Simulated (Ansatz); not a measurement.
## Zincblende alloy of GaP and GaN (8 of 32 P sites exchanged), 64 atoms

Theory: Ansatz, DFT, PBEsol, PAW, plane waves.

Command:

```sh
ansatz run in.yaml --threads 8 --pin off --max-ram 118750MiB --runs-dir r --events-out ev --progress --plain --backend cuda --devices 0,
```

The input less its lattice and atoms:

```yaml
crystal:
  symmetry: { detect: false }
kpoints:
  mp_grid: { grid: [1, 1, 1], shift: [0.25, 0.25, 0.25] }
hamiltonian:
  xc: pbesol
scf:
  occupations: { method: fermi_dirac, width: 0.01 }
relax:
  f_tol: 0.03
  max_steps: 80
  escape_saddle: false
  adjacent_minimum: "off"
  cell: { fix: [shape] }
output:
  forces: true
  eigenvalues: true
  populations: true
```

Start:

```xyz
64
Lattice="10.4068 0.0000 0.0000 0.0000 10.4068 0.0000 0.0000 0.0000 10.4068" Properties=species:S:1:pos:R:3 pbc="T T T"
Ga    0.0079   10.3789   10.3955
Ga    0.0340    0.0139    5.1902
Ga    0.0085    5.2175    0.0071
Ga   10.3910    5.2319    5.1854
Ga    5.1861    0.0151   10.3898
Ga    5.2071   10.3977    5.1930
Ga    5.2037    5.2235   10.3983
Ga    5.1906    5.2017    5.2168
Ga    2.5753    2.6153    0.0222
Ga    2.5851    2.6174    5.1778
Ga    2.6085    7.8311   10.4031
Ga    2.5766    7.8273    5.2161
Ga    7.7778    2.6126   10.3839
Ga    7.8267    2.5820    5.2209
Ga    7.8137    7.7994    0.0084
Ga    7.7970    7.8143    5.2022
Ga    2.6046    0.0010    2.5638
Ga    2.5941   10.3980    7.8280
Ga    2.6107    5.1791    2.5955
Ga    2.5972    5.2043    7.8019
Ga    7.8167   10.3799    2.5988
Ga    7.8134    0.0333    7.7844
Ga    7.8086    5.2168    2.6097
Ga    7.7895    5.1893    7.8246
Ga   10.4052    2.5879    2.5556
Ga    0.0141    2.6230    7.8320
Ga    0.0290    7.7996    2.6271
Ga   10.3674    7.7708    7.8374
Ga    5.2025    2.5821    2.5974
Ga    5.1914    2.5795    7.7891
Ga    5.1885    7.7921    2.6032
Ga    5.2012    7.7851    7.8240
P     1.2539    1.3057    1.2634
P     1.3384    1.2889    6.5031
P     1.3283    6.5104    6.5259
P     6.4969    1.2889    1.2826
P     6.5427    1.2955    6.5099
P     6.4994    6.4725    1.3174
P     6.4819    6.4976    6.5132
P     3.8951    3.8749    1.3049
P     3.8867    9.0913    1.2891
P     3.8993    9.0974    6.5106
P     9.1142    3.8944    1.3564
P     9.1334    3.8430    6.5061
P     9.1155    9.0982    6.5063
P     3.9227    1.2913    3.8876
P     3.9025    1.3108    9.1024
P     3.8693    6.5058    3.8978
P     3.8799    6.4991    9.1161
P     9.1131    1.2976    9.1032
P     9.0742    6.5015    3.8690
P     9.0922    6.5435    9.1260
P     1.3009    3.8459    3.9242
P     1.2834    9.1177    3.9060
P     1.3101    9.0819    9.1453
P     6.4708    3.9028    9.1040
N     1.3291    6.4953    1.3247
N     3.9082    3.8928    6.5332
N     9.1079    9.0933    1.3182
N     9.1022    1.2982    3.9180
N     1.3119    3.8892    9.1118
N     6.5224    3.8879    3.9070
N     6.5452    9.0964    3.9179
N     6.5164    9.1376    9.1349
```

Steps:

| step | energy less the first (eV) | largest force component (eV/Å) | pressure (GPa) |
| --- | --- | --- | --- |
| start | 0.000 | 3.681 | 3.64 |
| 1 | -9.187 | 1.772 | 0.88 |
| 2 | -11.987 | 0.329 | -0.92 |
| 3 | -12.091 | 0.065 | -0.07 |
| 4 | -12.096 | 0.018 | -0.01 |
| 5 | -12.093 | 0.018 | -0.01 |

A structure on the way, about -11.99 eV from the start:

```xyz
64
Lattice="10.4319 0.0000 0.0000 0.0000 10.4319 0.0000 0.0000 0.0000 10.4319" Properties=species:S:1:pos:R:3 pbc="T T T"
Ga   10.2265   10.2426    0.2060
Ga   10.2335    0.2234    5.0757
Ga    0.2893    5.2023   10.4307
Ga   10.4019    5.2615    5.1869
Ga    5.3569   10.3130   10.2895
Ga    5.4298   10.2496    5.0228
Ga    5.2412    5.2768    0.0423
Ga    5.1929    4.9025    5.2371
Ga    2.4221    2.7397   10.3148
Ga    2.7735    2.7702    5.3452
Ga    2.4715    7.6315    0.1672
Ga    2.6346    7.8006    5.2331
Ga    7.8281    2.6153    0.0049
Ga    7.8239    2.5371    4.9429
Ga    7.8656    8.0916    0.0625
Ga    7.6750    7.9537    5.0361
Ga    2.6615    0.0770    2.5720
Ga    2.5817   10.4012    7.8189
Ga    2.4109    5.4141    2.4342
Ga    2.6835    4.9393    7.8107
Ga    7.9674   10.2815    2.7042
Ga    7.6525   10.3348    7.9868
Ga    7.6319    5.0182    2.8030
Ga    7.8531    5.2509    7.8013
Ga   10.2446    2.4108    2.8158
Ga    0.1726    2.7755    8.0347
Ga   10.3659    7.7791    2.2690
Ga   10.4226    7.8327    7.7604
Ga    5.3564    2.7444    2.7437
Ga    5.0704    2.7143    7.6020
Ga    5.4021    7.9684    2.8014
Ga    5.3986    7.9621    8.0464
P     1.1812    1.2976    1.3136
P     1.3071    1.4019    6.5306
P     1.3568    6.4221    6.5623
P     6.5842    1.2357    1.3755
P     6.5169    1.2788    6.4326
P     6.5971    6.5913    1.3836
P     6.4660    6.5278    6.4737
P     3.8541    3.9595    1.3085
P     3.9764    9.0710    1.3065
P     4.0326    9.1230    6.5312
P     9.1586    3.9056    1.3880
P     9.1361    3.8540    6.4857
P     9.0170    9.1916    6.4733
P     4.0158    1.3385    3.9782
P     3.8916    1.3567    9.0871
P     3.9504    6.4525    3.8983
P     3.8813    6.4965    9.1310
P     9.1429    1.2501    9.1748
P     9.0580    6.5423    3.8060
P     9.1816    6.5576    9.2058
P     1.3017    3.9177    3.8835
P     1.2145    9.1387    3.8167
P     1.2453    9.0739    9.2324
P     6.4663    3.9151    9.0694
N     1.2219    6.5035    1.2269
N     3.9190    3.8948    6.5102
N     9.0683    9.1033    1.3673
N     8.9910    1.2161    3.8538
N     1.3998    3.9739    9.1257
N     6.5097    3.8005    3.9829
N     6.6609    9.1662    3.8374
N     6.5984    9.1405    9.2293
```

End:

```xyz
64
Lattice="10.3997 0.0000 0.0000 0.0000 10.3997 0.0000 0.0000 0.0000 10.3997" Properties=species:S:1:pos:R:3 pbc="T T T"
Ga   10.1949   10.2310    0.2158
Ga   10.1914    0.2028    5.0623
Ga    0.2757    5.2006    0.0019
Ga   10.3789    5.2383    5.1656
Ga    5.3394   10.2765   10.2741
Ga    5.4299   10.2282    5.0017
Ga    5.2204    5.2560    0.0409
Ga    5.1711    4.8998    5.2267
Ga    2.4438    2.7321   10.2895
Ga    2.7659    2.7679    5.3306
Ga    2.4536    7.6155    0.1514
Ga    2.6279    7.7701    5.2224
Ga    7.8009    2.6070    0.0038
Ga    7.7947    2.5161    4.9363
Ga    7.8309    8.0659    0.0737
Ga    7.6639    7.9298    5.0112
Ga    2.6416    0.0680    2.5772
Ga    2.5773   10.3850    7.7886
Ga    2.3867    5.4002    2.4315
Ga    2.6744    4.9203    7.7887
Ga    7.9428   10.2454    2.7081
Ga    7.6471   10.3001    7.9712
Ga    7.6191    5.0108    2.7934
Ga    7.8286    5.2359    7.7729
Ga   10.1998    2.3930    2.7786
Ga    0.1582    2.7701    7.9933
Ga   10.3297    7.7427    2.2462
Ga    0.0043    7.7989    7.7509
Ga    5.3240    2.7277    2.7373
Ga    5.0501    2.7133    7.5835
Ga    5.3938    7.9587    2.7803
Ga    5.3783    7.9318    8.0129
P     1.1981    1.3012    1.3013
P     1.2877    1.3964    6.4886
P     1.3572    6.3938    6.5456
P     6.5627    1.2272    1.3805
P     6.4987    1.2738    6.4351
P     6.5731    6.5650    1.3801
P     6.4470    6.5164    6.4399
P     3.8457    3.9476    1.3265
P     3.9488    9.0402    1.3022
P     4.0262    9.1048    6.5039
P     9.1332    3.9033    1.3717
P     9.1049    3.8367    6.4574
P     8.9980    9.1454    6.4651
P     3.9968    1.3222    3.9690
P     3.8996    1.3469    9.0677
P     3.9442    6.4366    3.8719
P     3.8637    6.4789    9.0931
P     9.1268    1.2579    9.1460
P     9.0434    6.5236    3.7923
P     9.1391    6.5425    9.1870
P     1.2947    3.8840    3.8629
P     1.2012    9.0894    3.8128
P     1.2451    9.0680    9.2016
P     6.4481    3.9001    9.0389
N     1.2274    6.4937    1.2265
N     3.9070    3.8867    6.4875
N     9.0453    9.0761    1.3553
N     8.9817    1.2250    3.8518
N     1.3724    3.9507    9.1144
N     6.4978    3.8019    3.9565
N     6.6248    9.1351    3.8372
N     6.5709    9.1097    9.1930
```

The calculation finished and met its thresholds.

Time: 8.3 s of wall time on one NVIDIA GB300 with 8 processor threads, on a host shared with other runs; peak host memory 2 GiB.

(1) How much energy did the relaxation gain, and which atom moved most?

Results:

(1) 12.09 eV in 5 steps, from a start with small random displacements; atom 27 (Ga) moved 0.40 Å, the median atom 0.12 Å (drift of the whole cell removed).
